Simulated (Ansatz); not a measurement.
The elements of this relaxed trial crystal are hidden behind letters.

```
lattice vectors (Å)
   4.3419    0.0000    0.0000
   0.0000    4.3419    0.0000
   0.0000    0.0000    4.3419
fractional positions
X 0.0000 0.0000 0.0000
Z 0.5000 0.0000 0.5000
Z 0.0000 0.5000 0.5000
Z 0.5000 0.5000 0.0000
Q 0.5000 0.5000 0.5000
Q 0.0000 0.5000 0.0000
Q 0.5000 0.0000 0.0000
Q 0.0000 0.0000 0.5000
```

All numbers below come from DFT PBE, scalar-relativistic, plane waves, PAW in Ansatz 0.2.0. Plane waves to 420 eV, a 10×10×10 mesh through Γ for the 8-atom cell and 0.10 eV Gaussian smearing; no spin polarisation.

| Property | Result |
| --- | --- |
| Space group | Pm-3m (No. 221) |
| Conventional cell | a = 4.342 Å |
| Volume per atom | 10.23 Å³ |
| Density | 7.67 g/cm³ |
| Energy over the elements | −1.67 eV/atom |
| Gap on the 10×10×10 mesh of the 8-atom cell | 0 eV (a metal) |

Energies are uncorrected and count from the elements' standard states at the same level.

**Question.** X is a d-block element of period 6, Z is a d-block element of period 4 and Q is a p-block element of period 2. Which elements are they?

**Answer.** X = Hf, Z = Ti, Q = N, so the formula is HfTi3N4. Density times volume gives a mean mass of 7.67 × 10.23/1.6605 = 47.3 u per atom, and this set has 47.3 u. Hf is surrounded by 6 N at 2.17 Å and 12 Ti at 3.07 Å; around Ti lie 6 N at 2.17 Å, 4 Hf at 3.07 Å and 8 Ti at 3.07 Å; N on a site of symmetry m-3m has 6 Ti at 2.17 Å; 1 more site not described. Other sets within the hints have nearly the same mass, so mass alone doesn't settle it; this one was computed.

These runs have no spin–orbit coupling, which can matter for Hf. A later test with randomly moved atoms came back to the same energy, though modes that don't fit the test's cell weren't probed.
